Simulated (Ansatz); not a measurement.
Relaxed candidate structures of GaN:

A. F-43m (No. 216), cF8, zinc blende type; a = b = c = 4.4885 Å, α = β = γ = 90.00°; Ga 4d (0.750, 0.750, 0.750); N 4a (0.000, 0.000, 0.000)

B. P6₃/mmc (No. 194), hP4; a = b = 3.300 Å, c = 4.708 Å, α = β = 90.00°, γ = 120.00°; Ga 2c (0.333, 0.667, 0.250); N 2d (0.667, 0.333, 0.250)

Q: Rank these by energy per atom (lowest first), as r2SCAN+rVV10 (plane waves to 500 eV, PAW, scalar-relativistic; Ansatz, a first-principles code) gives it.

A: A (reference, the lowest of the structures calculated here), B (+0.239 eV/atom)

Q: Give each candidate's band gap.

A: No candidate is metallic. A: 2.17 eV (no spin-orbit coupling); B: 1.90 eV (no spin-orbit coupling).

Each run could gain symmetry but not lose that of its start, so entries can be saddle points. From databases, or of a type measured for this composition: F-43m, cF8, zinc blende type; the others are generated cells (placed on structure types, drawn at random, substituted or restacked) that were not matched to a known phase here. Static energies at zero pressure. The runs use different k-meshes, so differences are rounded accordingly. No spin polarisation in the result.
